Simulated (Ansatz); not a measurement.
Hf3Te2:
```xyz
5
Lattice="-1.8447 1.8447 9.2409 1.8447 -1.8447 9.2409 1.8447 1.8447 -9.2409" Properties=species:S:1:pos:R:3 pbc="T T T"
Hf     0.0000     0.0000    16.7713
Hf     0.0000     0.0000     1.7105
Hf     0.0000     0.0000     9.2409
Te     0.0000     0.0000     6.2143
Te     0.0000     0.0000    12.2675
```

Relaxed with r²SCAN+D4.

Give the Bader charges and basin volumes of the independent atoms, r²SCAN+D4 in the plane-wave PAW code Ansatz.



```csv
atom,Bader charge (e),Bader volume (Å³)
Hf1,+0.77,19.1
Hf3,+0.65,18.9
Te4,-1.09,34.4
```

Space group I4/mmm. The workflow started from a Materials Project entry (that database holds measured and hypothetical structures alike); the Crystallography Open Database copy checked does not list it. Its standing as an ambient phase is unchecked. Symmetry was held in the r²SCAN+D4 relaxation; its stability against distortions is not shown here. The run is not spin-polarised. Spin–orbit coupling is left out wherever it is not named.

Potentials: the later of the program's two PAW sets.
